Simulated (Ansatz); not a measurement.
GeSe in space group Pnma (No. 62; Ge on 4c, Se on 4c), plane-wave PAW LDA (Ansatz code), all energies at zero smearing, with the estimated change up to a 700 eV cutoff added, with one set of potentials and settings (totals compare only within such a set). Cell of 8 atoms (4 Ge, 4 Se): -38397.753 eV.

```
element              reference phase  E (eV/atom)
-------  ---------------------------  -----------
Ge        Fd-3m, 2 atoms in the cell   -4215.7282
Se       P3_121, 3 atoms in the cell   -5383.2666
```

Formation energy per atom, worked out: (-38397.753 − 4×(-4215.7282) − 4×(-5383.2666))/8 = -0.222 eV/atom (-21 kJ per mol of atoms), at 0 K, without zero-point energy or fitted corrections.

The cell was relaxed with LDA under the symmetry of its start; of distortions, only those at the zone centre were tested. A crystal of weakly bound layers computed without a dispersion correction: the cell and the soft elastic constants depend strongly on that. The references are the lowest solids computed at this level, not always the standard phases.

Potentials: the earlier of the program's two PAW sets.
